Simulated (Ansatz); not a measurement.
Relaxed-ion elastic tensor of Y5Ge3 in space group P6_3/mcm (No. 193; Y on 6g, Y on 4d, Ge on 6g) in GPa (Voigt order), DFT-PBEsol in the program Ansatz with PAW potentials; density 5.66 g/cm³, 24.31 Å³ per atom.

```
 170  45.3  35.2   0.0   0.0   0.0
45.3   170  35.2   0.0   0.0   0.0
35.2  35.2   121   0.0   0.0   0.0
 0.0   0.0   0.0  48.1   0.0   0.0
 0.0   0.0   0.0   0.0  48.1   0.0
 0.0   0.0   0.0   0.0   0.0  62.2
```

### Question
Is the crystal mechanically stable?

### Answer
Yes: the smallest eigenvalue of C is 48.1 GPa.

### Question
Work out the Voigt, Reuss and Hill averages.

### Answer
K_V = 76.9, K_R = 74.5, K_H = 75.7; G_V = 54.7, G_R = 53.6, G_H = 54.1 GPa.

### Question
Give Young's modulus, Poisson's ratio, Pugh's ratio and the universal anisotropy index.

### Answer
E = 9KG/(3K + G) = 131 GPa; ν = 0.21; K/G = 1.40 (brittle by the Pugh limit of 1.75); A_U = 5G_V/G_R + K_V/K_R − 6 = 0.13.

### Question
Estimate the sound speeds and the Debye temperature.

### Answer
v_l = √((K + 4G/3)/ρ) = 5110 m/s, v_t = √(G/ρ) = 3090 m/s, mean 3420 m/s; Θ = (h/k)(3n/4πV)^(1/3) v_m = 351 K.

### Question
Solve the Christoffel equation for the three sound speeds along x, y, z.

### Answer
Eigenvalues of C_ijkl n_j n_l equal ρv². In km/s, slowest first: x 2.91, 3.32, 5.48; y 2.91, 3.32, 5.48; z 2.91, 2.91, 4.63.

### Question
How much does each axis shrink under pressure?

### Answer
Linear compressibilities β_i = Σ_j S_ij (j = 1 to 3): x 3.6, y 3.6, z 6.1 per TPa.

The first step of the workflow began from a Materials Project structure, measured or hypothetical; the Crystallography Open Database copy checked does not list it. Its standing as an ambient phase is unchecked. Symmetry was held in the PBEsol relaxation; its stability against distortions is not shown here. The run is not spin-polarised. As this level gives no gap, shear constants depend on the k-mesh and smearing (Fermi–Dirac, 0.1 eV here).

Potentials: the later of the program's two PAW sets.
